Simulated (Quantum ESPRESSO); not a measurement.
# Planted mistakes on one cell of MgGa3SeP3

These are calculations, not measurements. They come from pw.x of Quantum ESPRESSO 7.5, a plane-wave density functional program, with PseudoDojo standard norm-conserving files (v0.5 for PBE, v0.4.1 for LDA and PBEsol). The cells are made up: elements, strain and atom displacements were drawn at random, and nothing was relaxed. There is no spin polarisation, spin-orbit coupling or dispersion term.

The cell has 8 sites of a zincblende or diamond lattice. Sites 1 to 4 hold Mg Ga Ga Ga; sites 5 to 8 hold Se P P P. Cell vectors in Å: (5.581, 0.000, 0.000); (0.000, 5.581, 0.000); (0.000, 0.000, 5.581). Settings: PBE, cutoff 1170 eV, 4 x 4 x 4 k mesh shifted by half a step, Fermi-Dirac smearing of 0.025 eV.

The intended run has a self-consistency threshold of 1e-07 eV, a smearing term of 0.000 eV, a pressure of 3.29 GPa and 10 iterations. Each further run changes one thing: all lengths scaled by 0.9834; atoms of sites 1 and 5 exchanged; cutoff 732 eV; files of PBEsol; k mesh 2 x 2 x 2; one electron removed; smearing 0.6 eV; threshold 0.08 eV. A coarse mesh keeps the shift, and a charged cell sits in a uniform background.

```
run,change of free energy (eV),smearing term -TS (eV),change of P (GPa),largest change of a force component (eV/Å),iterations
A,0.283,0.000,4.25,0.179,10
B,15.694,0.000,-109.68,0.056,10
C,16.374,0.000,-2.60,0.080,10
D,-6.519,-0.009,-10.83,0.378,11
E,0.371,0.000,0.36,0.029,10
F,4.799,-0.005,3.40,0.620,11
G,-0.583,-2.017,1.14,0.206,10
H,0.007,0.000,0.30,0.412,4
```

A rerun of the intended cell at 1467 eV and k mesh 6 x 6 x 6 moved values by no more than 0.008 eV in the cell's energy, 0.02 GPa in stress and 0.004 eV/Å in force.

Question: which change belongs to which run?

## Worked reading

Run H has the fewest iterations, as a run stopped early does. Run G has the largest smearing term, as wide smearing gives. Run B has a higher energy and the largest fall in pressure, as too small a basis gives. Run A changes the volume by a factor of 0.9510; minus its pressure change over the logarithm of that factor, 85 GPa, is a rough bulk modulus with clamped atoms. Energies from files of another functional, or of a charged cell, have another zero and say nothing on stability; the pressure of a charged cell rests on the program's zero of potential too.

## Key

```
run                            change
  A      all lengths scaled by 0.9834
  B                     cutoff 732 eV
  C                   files of PBEsol
  D              one electron removed
  E                  k mesh 2 x 2 x 2
  F  atoms of sites 1 and 5 exchanged
  G                   smearing 0.6 eV
  H                 threshold 0.08 eV
```